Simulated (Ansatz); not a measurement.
Polymorphs of Na, each relaxed with plane-wave PAW PBEsol (Ansatz code):

A: hcp (Mg type) (P6_3/mmc)
a = 3.699 Å, b = 3.699 Å, c = 6.135 Å, α = 90.00°, β = 90.00°, γ = 120.00°

```tsv
atom	site	symmetry	x	y	z
Na	2c	-6m2	0.3333	0.6667	0.2500
```

B: diamond (Fd-3m)
a = b = c = 7.4854 Å, α = β = γ = 90.00°

| atom | site | symmetry | x | y | z |
|---|---|---|---|---|---|
| Na | 8b | -43m | 0.5000 | 0.5000 | 0.5000 |

Problem. Put the candidates in order of energy per atom at 0 K, lowest first, for PBEsol.

Solution. A (+0 meV/atom), B (+354 meV/atom)

Typed or built starts, not in the databases checked: B. Not the usual ambient phase: A; B. Unstable at this level: B. All cells were relaxed under the symmetry of their starts (and spin orders); stability against distortions was not tested throughout.

Energies hold the estimated change up to a 700 eV cutoff; steps of a few meV lie near the error of the meshes.

Potentials: the later of the program's two PAW sets.
